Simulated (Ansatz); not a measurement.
# Relaxation path: W (hcp type)

DFT, LDA, PAW with Ansatz's default frozen-core files, scalar-relativistic (Ansatz 0.2.0); a Γ-centred 17×17×9 k mesh, Fermi–Dirac smearing of 0.05 eV, no spin polarisation. The run relaxes cell and atoms at a target pressure of 0 GPa.

Command: `ansatz run input.yaml --threads 1 --pin off --max-ram 3072MiB --backend cpu --events-out ev --progress --plain --runs-dir out` It took 29 s on 1 thread of Arm Neoverse V1, on a shared host, peak memory 0.35 GiB.

PAW: frozen-core files, cutoff 420 eV; forces are relaxed below 0.005 eV/Å.

Each step lists its free energy a cell above the last geometry, the pressure, the cell vectors (Å), and Cartesian positions (Å) with forces (eV/Å).

The first step:

```
step 1  dF = 130.93 meV  P = 4.52 GPa
  cell 2.8007 0.0000 0.0000  -1.4004 2.4255 0.0000  0.0000 0.0000 4.5372
  W 0.0000 1.6170 1.1343   0.0000 0.0000 0.0000
  W 1.4004 0.8085 3.4029   0.0000 0.0000 0.0000
```

Spin–orbit coupling is left out, which matters for the heavy atoms. The PAW files were made under PBE.

Q: Where does the relaxation end, and by which steps?

A: After 6 geometries, with conventional a, b, c = 2.736, 2.736, 4.853 Å, at 15.730 Å³/atom (+2.07 % against the start) in space group P6_3/mmc, with a shortest distance of 2.736 Å. The further steps:
```
step 2  dF = 46.66 meV  P = -6.50 GPa
  cell 2.7884 0.0000 0.0000  -1.3942 2.4148 0.0000  0.0000 0.0000 4.7587
  W 0.0000 1.6099 1.1897   0.0000 0.0000 0.0000
  W 1.3942 0.8049 3.5690   0.0000 0.0000 0.0000
step 3  dF = 29.83 meV  P = -5.34 GPa
  cell 2.7301 0.0000 0.0000  -1.3650 2.3643 0.0000  0.0000 0.0000 4.9852
  W 0.0000 1.5762 1.2463   0.0000 0.0000 0.0000
  W 1.3650 0.7881 3.7389   0.0000 0.0000 0.0000
step 4  dF = 1.27 meV  P = -1.83 GPa
  cell 2.7433 0.0000 0.0000  -1.3716 2.3757 0.0000  0.0000 0.0000 4.8545
  W 0.0000 1.5838 1.2136   0.0000 0.0000 0.0000
  W 1.3716 0.7919 3.6409   0.0000 0.0000 0.0000
step 5  dF = 0.00 meV  P = 0.10 GPa
  cell 2.7353 0.0000 0.0000  -1.3677 2.3689 0.0000  0.0000 0.0000 4.8536
  W 0.0000 1.5793 1.2134   0.0000 0.0000 0.0000
  W 1.3677 0.7896 3.6402   0.0000 0.0000 0.0000
step 6  dF = 0.00 meV  P = 0.00 GPa
  cell 2.7358 0.0000 0.0000  -1.3679 2.3693 0.0000  0.0000 0.0000 4.8534
  W 0.0000 1.5795 1.2133   0.0000 0.0000 0.0000
  W 1.3679 0.7898 3.6400   0.0000 0.0000 0.0000
step 7  dF = -0.30 meV  P = 0.01 GPa  (same geometry on a basis chosen anew; earlier energies don't compare to the last digit)
  cell 2.7358 0.0000 0.0000  -1.3679 2.3693 0.0000  0.0000 0.0000 4.8534
  W 0.0000 1.5795 1.2133   0.0000 0.0000 0.0000
  W 1.3679 0.7898 3.6400   0.0000 0.0000 0.0000
```
